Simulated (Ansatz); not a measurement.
Input, command and steps of an Ansatz relaxation.

```yaml
crystal:
  lattice:
    - [2.21876, 2.21876, 4.43752]
    - [-2.21876, -2.21876, 4.43752]
    - [6.65628, -4.43752, 2.21876]
  atoms:
    - { symbol: C, position: [0.9504695502, 0.7436724507, 0.604139703] }
    - { symbol: C, position: [0.8524248805, 0.2504310988, 0.7979168967] }
    - { symbol: C, position: [0.3533256594, 0.7477202847, 0.8006028101] }
    - { symbol: C, position: [0.7519319229, 0.7552217133, 0.0005894832] }
    - { symbol: C, position: [0.1483192903, 0.7503457786, 0.2034472885] }
    - { symbol: C, position: [0.0469616329, 0.2501967332, 0.4049042472] }
    - { symbol: C, position: [0.5483628188, 0.7518976025, 0.402545811] }
    - { symbol: C, position: [0.4414098899, 0.2507366634, 0.5980246504] }
    - { symbol: C, position: [0.2484507111, 0.2562443134, 0.9988603444] }
    - { symbol: C, position: [0.6476841798, 0.2539202922, 0.2009900286] }
    - { symbol: Ti, position: [0.8945705839, 0.4976325906, 0.1995071924] }
    - { symbol: Cr, position: [0.2013365037, 0.9948288037, 0.5967616771], spin: -3.0 }
    - { symbol: Cr, position: [0.6019083698, 0.99973844, 0.7986988296], spin: 3.0 }
    - { symbol: W, position: [0.1048908881, 0.4999306762, 0.7978864881] }
    - { symbol: W, position: [0.0037982911, 0.9985378576, 0.0017232352] }
    - { symbol: W, position: [0.3914707271, 0.0060751739, 0.2023818495] }
    - { symbol: W, position: [0.3066791322, 0.5002359117, 0.4004392262] }
    - { symbol: W, position: [0.8018162381, 0.9963628872, 0.4023940244] }
    - { symbol: W, position: [0.7020921925, 0.4987445727, 0.6014439534] }
    - { symbol: W, position: [0.4980735462, 0.5069580717, 0.9957554464] }
  symmetry: { detect: false }
basis:
  ecutwfc: 420
kpoints:
  mp_grid: { grid: [3, 3, 2], shift: [0.0, 0.0, 0.5] }
hamiltonian:
  xc: pbesol
scf:
  occupations: { method: gaussian, width: 0.1 }
  lower_state_search: "off"
output:
  forces: true
  stress: true
  eigenvalues: true
  populations: true
magnetization:
  spin_polarized: true
relax:
  adjacent_minimum: "off"
  f_tol: 0.04
  max_steps: 50
  cell: { stress_tol: 0.3 }
```

```bash
ansatz run input.yaml --threads 4 --pin off --max-ram 9216MiB --backend cpu --events-out ev --progress --plain --runs-dir out
```

Computed with DFT PBEsol, scalar-relativistic, plane waves, PAW in Ansatz.

Of 13 frames 9 are shown, positions in Å and forces in eV/Å; the SCF threshold varies from step to step. Steps run on the plane waves of an earlier cell, with a Pulay correction in the pressure. The basis is chosen afresh for the last frame, the zero of the energies, and at times for earlier ones too; energy and pressure step there, also at an unchanged geometry. The mark taken_back stands on steps that the optimiser undid.

```xyz
20
Lattice="2.2188 2.2188 4.4375 -2.2188 -2.2188 4.4375 6.6563 -4.4375 2.2188" Properties=species:S:1:pos:R:3:forces:R:3 pbc="T T T" step=1 free_energy_over_end_meV_per_atom=118.38 pressure_GPa=-27.48
C     4.4802   -2.2220    8.8582   -0.3969   -0.4097    0.5309
C     6.6468   -2.2051    6.6643    0.1556    0.0508   -0.4755
C     4.4540   -4.4278    6.6623   -0.6611   -0.0757    0.5734
C    -0.0034   -0.0099    6.6893   -0.4060   -0.0163   -0.2690
C     0.0185   -2.2386    4.4392   -0.1886    0.1546   -0.2867
C     2.2442   -2.2477    2.2170    0.1295    0.1319    0.0876
C     2.2279   -2.2379    6.6631   -0.1009   -0.1924   -0.0393
C     4.4037   -2.2307    4.3983    0.7586    0.0620   -0.1932
C     6.6314   -4.4498    4.4558    0.2876    0.4822    0.0133
C     2.2115   -0.0182    4.4468    0.1271    0.2741    0.0929
Ti    2.2087   -0.0046    6.6206    0.0875   -0.0613    0.3402
Cr    2.2116   -4.4087    6.6321   -0.0001   -0.0180   -0.0149
Cr    4.4337   -4.4269    8.8795    0.0099   -0.1473    0.0405
W     4.4345   -4.4171    4.4542    0.0357    0.0606   -0.1492
W    -2.1956   -2.2147    4.4517   -0.0511    0.0600    0.0199
W     2.2022   -0.0430    2.2132   -0.0707    0.0202    0.0905
W     2.2360   -2.2064    4.4692   -0.5643    0.2722   -0.0218
W     2.2468   -2.2173    8.8723    0.2076   -0.0846   -0.1671
W     4.4546   -2.2177    6.6632    0.1247   -0.0495   -0.1566
W     6.6083   -4.4384    6.6692    0.5159   -0.5138   -0.0159
20
Lattice="2.1022 2.1142 4.2366 -2.1501 -2.1338 4.2703 6.3379 -4.2243 2.1006" Properties=species:S:1:pos:R:3:forces:R:3 pbc="T T T" step=2 free_energy_over_end_meV_per_atom=26.77 pressure_GPa=14.16
C     4.2063   -2.1461    8.4935   -0.0102   -0.5609    0.7053
C     6.3275   -2.1189    6.3321   -0.0330    0.7218   -0.5804
C     4.1794   -4.2380    6.3975   -0.8545    0.1337    0.5981
C    -0.0578   -0.0238    6.3934   -0.2863    0.1236   -0.1288
C    -0.0303   -2.1460    4.2482    0.0978    0.0792   -0.4677
C     2.1228   -2.1361    2.1257    0.2316    0.0122    0.0591
C     2.0817   -2.1500    6.3785    0.0823   -0.2065    0.0030
C     4.2119   -2.1245    4.1902    0.7864    0.0676   -0.4751
C     6.3238   -4.2146    4.2433   -0.0917    0.3022   -0.0652
C     2.1065    0.0099    4.2579   -0.0911   -0.0655    0.2972
Ti    2.0766   -0.0075    6.3583    0.1502   -0.0872    0.1828
Cr    2.0629   -4.2341    6.3577   -0.1374   -0.0059   -0.0476
Cr    4.1770   -4.2454    8.5004    0.0746   -0.1901    0.0478
W     4.2071   -4.2203    4.2475    0.0105   -0.0214   -0.0389
W    -2.1373   -2.1197    4.2796   -0.3419    0.2031    0.0096
W     2.0957   -0.0264    2.1138    0.0974    0.1014    0.1005
W     2.0836   -2.0954    4.2715   -0.4174    0.0241   -0.1690
W     2.0998   -2.1363    8.4940    0.2520   -0.3419    0.0592
W     4.2197   -2.1261    6.3588   -0.0044   -0.0813   -0.1505
W     6.2953   -4.2641    6.3622    0.4850   -0.2082    0.0608
20
Lattice="2.1562 2.1591 4.2997 -2.1580 -2.1449 4.2935 6.4285 -4.2581 2.1399" Properties=species:S:1:pos:R:3:forces:R:3 pbc="T T T" step=4 free_energy_over_end_meV_per_atom=4.71 pressure_GPa=-0.60
C     4.3240   -2.1939    8.6368   -0.0476    0.1002    0.0899
C     6.4323   -2.0482    6.3917    0.0384   -0.1113   -0.0303
C     4.2068   -4.2399    6.4985    0.0552   -0.0024   -0.0011
C    -0.0176    0.0190    6.4398   -0.0337   -0.1405   -0.0215
C    -0.0234   -2.1574    4.2743   -0.0440    0.0247   -0.1510
C     2.1533   -2.1448    2.1625    0.0540    0.1723    0.0282
C     2.1528   -2.1359    6.4500   -0.0968   -0.0532    0.0208
C     4.3337   -2.1296    4.2269    0.0420   -0.0163    0.0150
C     6.4234   -4.2456    4.2946    0.1345    0.0124   -0.0006
C     2.1593    0.0157    4.3160    0.1050    0.0464    0.0370
Ti    2.1577    0.0218    6.4337   -0.0454   -0.0441    0.1032
Cr    2.0347   -4.1844    6.4191   -0.0010    0.0608   -0.1322
Cr    4.3328   -4.3469    8.6007   -0.0072    0.0364    0.0107
W     4.2801   -4.2357    4.2886   -0.3414    0.2021    0.0243
W    -2.1863   -2.0939    4.2945   -0.0872    0.1657   -0.0104
W     2.1471    0.0071    2.1479    0.0301   -0.0083    0.0426
W     2.1053   -2.1335    4.3214    0.0066   -0.0997   -0.0859
W     2.2153   -2.1640    8.5954    0.0589   -0.0573    0.0017
W     4.3220   -2.1308    6.4369    0.2079   -0.3571    0.0106
W     6.4282   -4.2822    6.4342   -0.0284    0.0692    0.0492
20
Lattice="2.1563 2.1639 4.2881 -2.1620 -2.1420 4.2800 6.4270 -4.2514 2.1268" Properties=species:S:1:pos:R:3:forces:R:3 pbc="T T T" step=5 free_energy_over_end_meV_per_atom=-0.06 pressure_GPa=0.58
C     4.3160   -2.1930    8.6180    0.0947    0.0550   -0.0160
C     6.4354   -2.0291    6.3578   -0.0625   -0.0957    0.0397
C     4.1962   -4.2300    6.4784    0.1039    0.0042    0.0027
C    -0.0192    0.0253    6.4161   -0.0037   -0.1035    0.0751
C    -0.0350   -2.1524    4.2572    0.0181    0.0310   -0.0444
C     2.1472   -2.1428    2.1633    0.0562    0.1187   -0.0204
C     2.1551   -2.1213    6.4352   -0.0550   -0.0183    0.0166
C     4.3398   -2.1200    4.2011   -0.0560   -0.0860    0.0284
C     6.4188   -4.2432    4.2738    0.0747   -0.0657    0.0140
C     2.1678    0.0228    4.3062    0.0115   -0.0508    0.0119
Ti    2.1585    0.0271    6.4204   -0.0176   -0.0163    0.0021
Cr    1.9919   -4.1324    6.3686    0.1144    0.0126   -0.0030
Cr    4.3476   -4.3711    8.5726    0.0455    0.0712    0.0088
W     4.2520   -4.2118    4.2646   -0.2661    0.2225    0.0316
W    -2.2073   -2.0642    4.2796   -0.0263    0.0565   -0.0198
W     2.1535    0.0144    2.1442   -0.0565   -0.0510   -0.0654
W     2.0924   -2.1424    4.3101    0.2058   -0.0436   -0.0103
W     2.2287   -2.1706    8.5792   -0.1678   -0.0136    0.0255
W     4.3433   -2.1521    6.4131    0.1510   -0.2314   -0.0293
W     6.4382   -4.2702    6.4073   -0.1641    0.2044   -0.0476
20
Lattice="2.1307 2.1501 4.2753 -2.1614 -2.1357 4.2835 6.4464 -4.2980 2.1095" Properties=species:S:1:pos:R:3:forces:R:3 pbc="T T T" step=6 free_energy_over_end_meV_per_atom=-0.06 pressure_GPa=0.85 taken_back
C     4.2898   -2.2301    8.6042    0.1710   -0.0376   -0.1617
C     6.4339   -2.0728    6.3372   -0.1150   -0.0593    0.0863
C     4.2017   -4.2732    6.4749    0.0449    0.0431   -0.0504
C    -0.0382    0.0164    6.4099    0.0293   -0.0124    0.0956
C    -0.0308   -2.1508    4.2419    0.0052   -0.0369    0.1594
C     2.1627   -2.1640    2.1594   -0.0270    0.0338   -0.0553
C     2.1513   -2.1424    6.4263   -0.0001    0.0338   -0.0047
C     4.3520   -2.1505    4.1812   -0.1417   -0.1126    0.0522
C     6.4253   -4.2974    4.2542    0.0183   -0.0199   -0.0058
C     2.1528    0.0052    4.2925    0.0102   -0.0496   -0.0370
Ti    2.1423    0.0038    6.4059   -0.0375   -0.0180    0.0075
Cr    1.9959   -4.1332    6.3394    0.0619    0.0012    0.1040
Cr    4.3613   -4.4210    8.5640    0.0477    0.0267    0.0265
W     4.2324   -4.2287    4.2579    0.1255   -0.0133    0.0271
W    -2.2127   -2.0436    4.2837    0.1019   -0.1028   -0.0360
W     2.1462   -0.0043    2.1281   -0.0227   -0.0053   -0.1029
W     2.1034   -2.1709    4.3002    0.0982    0.0956    0.0337
W     2.2108   -2.1995    8.5712   -0.2438    0.0644    0.0168
W     4.3571   -2.2180    6.3955   -0.1167    0.1423   -0.0449
W     6.4410   -4.3070    6.3845   -0.0095    0.0269   -0.1103
20
Lattice="2.1396 2.1692 4.2951 -2.1567 -2.1370 4.2876 6.4218 -4.2797 2.1168" Properties=species:S:1:pos:R:3:forces:R:3 pbc="T T T" step=8 free_energy_over_end_meV_per_atom=-0.79 pressure_GPa=-0.04 taken_back
C     4.2708   -2.1942    8.5859   -0.0085   -0.0448    0.0395
C     6.4153   -2.0395    6.3933    0.0035    0.0391   -0.0156
C     4.1961   -4.2523    6.5085    0.0464   -0.0521    0.0333
C    -0.0362    0.0256    6.4279   -0.0126    0.0192    0.0185
C    -0.0159   -2.1478    4.2641   -0.0857    0.0000   -0.0047
C     2.1657   -2.1542    2.1562    0.0259    0.0228   -0.0670
C     2.1439   -2.1141    6.4384    0.0113   -0.0454    0.0094
C     4.3465   -2.1491    4.1752    0.0132    0.0578   -0.0273
C     6.3995   -4.2831    4.2616    0.0387    0.0208   -0.0372
C     2.1446    0.0276    4.3121    0.0254    0.0101   -0.0051
Ti    2.1319    0.0212    6.4389   -0.0174    0.0219   -0.0344
Cr    2.0411   -4.1143    6.3093    0.0394   -0.0380    0.0844
Cr    4.3647   -4.4117    8.6703   -0.1445   -0.0021   -0.1419
W     4.2076   -4.2177    4.2839    0.0475    0.0382    0.0335
W    -2.1852   -2.0446    4.2933   -0.0124    0.0315   -0.1431
W     2.1445    0.0055    2.1367   -0.0178    0.0145    0.0644
W     2.1205   -2.1357    4.3116   -0.0580   -0.0229   -0.0445
W     2.1615   -2.2059    8.5916    0.0592   -0.0361    0.0506
W     4.3268   -2.1910    6.3868   -0.0292    0.0017    0.0973
W     6.4275   -4.2581    6.3748    0.0757   -0.0361    0.0898
20
Lattice="2.1470 2.1605 4.2933 -2.1540 -2.1441 4.2886 6.4253 -4.2760 2.1321" Properties=species:S:1:pos:R:3:forces:R:3 pbc="T T T" step=9 free_energy_over_end_meV_per_atom=-1.29 pressure_GPa=0.08
C     4.2948   -2.2097    8.6147   -0.0209    0.0160   -0.0038
C     6.4250   -2.0497    6.3904    0.0108   -0.0114   -0.0122
C     4.2061   -4.2584    6.5096    0.0002   -0.0017    0.0147
C    -0.0265    0.0168    6.4288    0.0112   -0.0021   -0.0232
C    -0.0212   -2.1540    4.2625    0.0134   -0.0007    0.0095
C     2.1637   -2.1535    2.1623    0.0003    0.0053    0.0161
C     2.1526   -2.1315    6.4457    0.0020    0.0168   -0.0139
C     4.3443   -2.1441    4.1989   -0.0009    0.0106   -0.0055
C     6.4106   -4.2764    4.2774   -0.0067   -0.0276    0.0008
C     2.1569    0.0169    4.3117   -0.0012   -0.0003   -0.0071
Ti    2.1461    0.0124    6.4342   -0.0137    0.0061    0.0104
Cr    2.0325   -4.1336    6.3522    0.0171   -0.0157   -0.0263
Cr    4.3596   -4.4072    8.6326   -0.0275    0.0073    0.0387
W     4.2244   -4.2170    4.2907    0.0279   -0.0056    0.0166
W    -2.1922   -2.0567    4.2868   -0.0163   -0.0154   -0.0098
W     2.1462    0.0039    2.1390   -0.0033    0.0075    0.0092
W     2.1161   -2.1494    4.3150   -0.0216    0.0050   -0.0151
W     2.1934   -2.2029    8.5980    0.0040   -0.0068   -0.0182
W     4.3410   -2.1935    6.4133   -0.0129    0.0135    0.0114
W     6.4346   -4.2730    6.4043    0.0383   -0.0006    0.0078
20
Lattice="2.1470 2.1605 4.2933 -2.1540 -2.1441 4.2886 6.4253 -4.2760 2.1321" Properties=species:S:1:pos:R:3:forces:R:3 pbc="T T T" step=10 free_energy_over_end_meV_per_atom=0.09 pressure_GPa=-0.08
C     4.2948   -2.2097    8.6147   -0.0209    0.0150   -0.0036
C     6.4250   -2.0497    6.3904    0.0108   -0.0104   -0.0123
C     4.2061   -4.2584    6.5096   -0.0005   -0.0016    0.0152
C    -0.0265    0.0168    6.4288    0.0116   -0.0021   -0.0231
C    -0.0212   -2.1540    4.2625    0.0133   -0.0006    0.0088
C     2.1637   -2.1535    2.1623    0.0000    0.0053    0.0161
C     2.1526   -2.1315    6.4457    0.0020    0.0171   -0.0136
C     4.3443   -2.1441    4.1989   -0.0003    0.0105   -0.0061
C     6.4106   -4.2764    4.2774   -0.0067   -0.0280    0.0006
C     2.1569    0.0169    4.3117   -0.0011   -0.0003   -0.0065
Ti    2.1461    0.0124    6.4342   -0.0137    0.0061    0.0105
Cr    2.0325   -4.1336    6.3522    0.0171   -0.0155   -0.0266
Cr    4.3596   -4.4072    8.6326   -0.0275    0.0070    0.0390
W     4.2244   -4.2170    4.2907    0.0276   -0.0053    0.0166
W    -2.1922   -2.0567    4.2868   -0.0165   -0.0152   -0.0099
W     2.1462    0.0039    2.1390   -0.0033    0.0075    0.0091
W     2.1161   -2.1494    4.3150   -0.0219    0.0050   -0.0149
W     2.1934   -2.2029    8.5980    0.0043   -0.0070   -0.0181
W     4.3410   -2.1935    6.4133   -0.0126    0.0132    0.0114
W     6.4346   -4.2730    6.4043    0.0385   -0.0008    0.0076
20
Lattice="2.1454 2.1625 4.2941 -2.1540 -2.1439 4.2891 6.4202 -4.2750 2.1300" Properties=species:S:1:pos:R:3:forces:R:3 pbc="T T T" step=13 free_energy_over_end_meV_per_atom=0.00 pressure_GPa=-0.04
C     4.2875   -2.2056    8.6085   -0.0057    0.0045   -0.0066
C     6.4194   -2.0450    6.3968    0.0010   -0.0002   -0.0074
C     4.2044   -4.2587    6.5148    0.0081    0.0062    0.0061
C    -0.0334    0.0186    6.4259    0.0016   -0.0010   -0.0125
C    -0.0220   -2.1526    4.2636    0.0028   -0.0044    0.0028
C     2.1665   -2.1519    2.1612   -0.0005   -0.0016    0.0076
C     2.1501   -2.1273    6.4450    0.0069    0.0149   -0.0069
C     4.3410   -2.1426    4.1939    0.0001   -0.0037   -0.0009
C     6.4046   -4.2782    4.2718   -0.0106   -0.0182   -0.0026
C     2.1561    0.0194    4.3128   -0.0042    0.0019   -0.0047
Ti    2.1423    0.0146    6.4357   -0.0050    0.0040    0.0071
Cr    2.0413   -4.1288    6.3397    0.0170   -0.0043   -0.0117
Cr    4.3427   -4.4119    8.6520   -0.0064    0.0047    0.0125
W     4.2208   -4.2155    4.2950    0.0072   -0.0119    0.0100
W    -2.1929   -2.0585    4.2815   -0.0112   -0.0060   -0.0081
W     2.1443    0.0055    2.1414   -0.0012    0.0029    0.0030
W     2.1137   -2.1454    4.3148   -0.0164   -0.0019   -0.0038
W     2.1856   -2.2038    8.5983    0.0028   -0.0018   -0.0077
W     4.3357   -2.1926    6.4106   -0.0065    0.0131    0.0110
W     6.4337   -4.2689    6.3986    0.0201    0.0030    0.0129
```

It took 2.1 min on 4 threads of AMD EPYC 9R45 96-Core Processor (Zen 5) (shared host), peak memory 1.1 GiB.

The k mesh is coarse. Spin-orbit coupling is left out, which matters for the bands of heavy elements.